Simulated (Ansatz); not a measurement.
NaCl (rock salt, space group No. 225), PBE in the plane-wave PAW code Ansatz: ε∞ = 2.48, cell volume 46.19 Å³. Infrared-active transverse modes:

```tsv
ω_TO (cm⁻¹)	oscillator strength S_xx (e²/amu)
151.1	0.08766
```

Task: Compute the static dielectric constant.

Result: Each mode adds (4.921e7/V) S/ω²: 4.09. So ε0 = 6.57.

Task: What LO frequency does the Lyddane–Sachs–Teller relation give?

Result: ω_LO = ω_TO √(ε0/ε∞) = 246 cm⁻¹.

Space group Fm-3m (rock salt). The cell was relaxed with PBE under the symmetry of its start; phonons on a q-mesh show no instability.

Potentials: the later of the program's two PAW sets.
